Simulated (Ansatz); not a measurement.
Data:

MnI₂:
```yaml
crystal:
  lattice:
    - [4.13354, 0.00000, 0.00000]
    - [-2.06677, 3.57975, 0.00000]
    - [0.00000, 0.00000, 6.91188]
  atoms:
    - { symbol: Mn, position: [0.00000, 0.00000, 0.00000] }
    - { symbol: I, position: [0.33333, 0.66667, 0.23987] }
    - { symbol: I, position: [0.66667, 0.33333, 0.76013] }
```
The run is spin-polarised; directions of the spins, atom by atom: ↑ 0 0.

This is the r²SCAN+D4-relaxed structure.

**Question.** All from the program Ansatz at the r²SCAN+D4 level (PAW), unless another level is named. Give the electron effective mass.

**Answer.** 0.42, 2.9, 15 mₑ (principal values).

**Question.** And the smallest direct gap on the standard path?

**Answer.** 2.21 eV.

**Question.** Give the valence-band maximum.

**Answer.** at A.

Space group P-3m1 (CdI2 type). The first step of the workflow began from a Materials Project structure, measured or hypothetical; the Crystallography Open Database files this formula in space group No. 164, but the cells were not matched. Its standing as an ambient phase is unchecked. Symmetry was held in the r²SCAN+D4 relaxation; its stability against distortions is not shown here. Spin order of the final state: ferromagnetic, chosen from 5 collinear starts compared on coarse meshes (ties went to the first, and starts can fall back to one state), not a proven ground state. Other orbital occupations within this spin state were not tried. No Hubbard U is applied. Scalar-relativistic: spin–orbit coupling is off unless named, which matters more the heavier the elements.

Potentials: the later of the program's two PAW sets.
